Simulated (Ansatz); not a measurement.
According to PBEsol (plane waves, PAW; program Ansatz), Mn3SiN in the anti-perovskite structure (Pm-3m) relaxes to a = 3.678 Å. Si has 12 nearest neighbours from 2.60 Å (cuboctahedral); N has 6 nearest neighbours from 1.84 Å (octahedral). Against the elements it lies at -0.40 eV/atom, with no fitted shifts.

Electronic character: metallic (no gap). The magnetic state found is ferromagnetic. The net moment is 0.37 μB per atom.

The bulk modulus is 283 GPa.

The start of the workflow was typed in or built on a structure type; neither database checked (COD, Materials Project) lists it. Its standing as an ambient phase is unchecked. The cell was relaxed with PBEsol under the symmetry of its start; whether a distortion lowers the energy is not shown. The final state is ferromagnetic, chosen from 4 collinear starts compared on coarse meshes (ties went to the first, and starts can fall back to one state), not a proven ground state. The volume moved by -19 % from the start of the relaxation. No Hubbard U is applied. The references are the lowest solids computed at this level, not always the standard phases (solids in place of the gases).

Potentials: the earlier of the program's two PAW sets. The files were generated under PBE; for other functionals the program regenerates the frozen cores, and for LDA and PBEsol the local potential too.
